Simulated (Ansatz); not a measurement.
Hf$_{3}$ZrS$_{8}$ (P-3m1) at 2 levels of theory

One geometry, relaxed with PBE; plane waves with PAW potentials in Ansatz, scalar-relativistic. No spin polarisation. Gaps are the least over mesh and band path; pressure is positive in compression.

```
Zr Hf S
1.0
     3.66017    0.00000    0.00000
    -1.83008    3.16980    0.00000
     0.00000    0.00000   27.33459
Zr Hf S
1 3 8
Direct
  0.00000 0.00000 0.50000
  0.00000 0.00000 0.74943
  0.00000 0.00000 0.00000
  0.00000 0.00000 0.25057
  0.33333 0.66667 0.80221
  0.33333 0.66667 0.05278
  0.33333 0.66667 0.30335
  0.33333 0.66667 0.55340
  0.66667 0.33333 0.94722
  0.66667 0.33333 0.19779
  0.66667 0.33333 0.44660
  0.66667 0.33333 0.69665
```

| level | cutoff (eV) | k mesh | gap (eV) | pressure (GPa) |
| --- | --- | --- | --- | --- |
| PBE | 420 | 12×12×1 | 1.11 | 0.0 |

Question: What comes out on the same cell with LDA?

Answer:
```csv
level,cutoff (eV),k mesh,gap (eV),pressure (GPa)
LDA,420,12×12×1,0.99,-4.6
```

Spin-orbit coupling matters for the bands of heavy elements and is left out. The cell holds layers, chains or molecules and no dispersion correction was added, so their binding is poorly described.

The structure comes from a generated guess; another structure or a mixture of phases may lie lower.
